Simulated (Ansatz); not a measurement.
## Kick test of a cell of Zr6GeRu

The structure comes from a proposed guess, relaxed at this level; another structure or a mixture of phases may lie lower.

The calculation used Ansatz 0.2.0, DFT PBE, scalar-relativistic, plane waves, PAW. Cutoff 420 eV; k points 10×10×4 on the computed 8-atom cell (Γ-centred); Gaussian smearing, width 0.10 eV; no spin polarisation.

The cell below (8 atoms, space group P4/mmm (No. 123)) is relaxed within its symmetry.

```yaml
crystal:
  lattice:
    - [3.41740, 0.00000, 0.00000]
    - [0.00000, 3.41740, 0.00000]
    - [0.00000, 0.00000, 14.04936]
  atoms:
    - { symbol: Zr, position: [0.50000, 0.50000, 0.39382] }
    - { symbol: Zr, position: [0.50000, 0.50000, 0.60618] }
    - { symbol: Zr, position: [0.50000, 0.50000, 0.88839] }
    - { symbol: Zr, position: [0.00000, 0.00000, 0.74383] }
    - { symbol: Zr, position: [0.50000, 0.50000, 0.11161] }
    - { symbol: Zr, position: [0.00000, 0.00000, 0.25617] }
    - { symbol: Ge, position: [0.00000, 0.00000, 0.50000] }
    - { symbol: Ru, position: [0.00000, 0.00000, 0.00000] }
```

For the test it was strained at random (σ = 1.5 % a component), the atoms were moved at random (σ = 0.15 Å), and all was relaxed again on a coarse 6×6×2 mesh (in the run’s order of axes) with 0.20 eV smearing, with no symmetry imposed.

Q: What happens?

A: It returns, within 1 meV/atom of the unmoved cell on that mesh and with the same symmetry when read at 0.1 Å (P2/m at 0.01 Å, so small strains and shifts remain). No instability shows in this cell; modes of other wave vectors, which need another repeat, aren't tested.
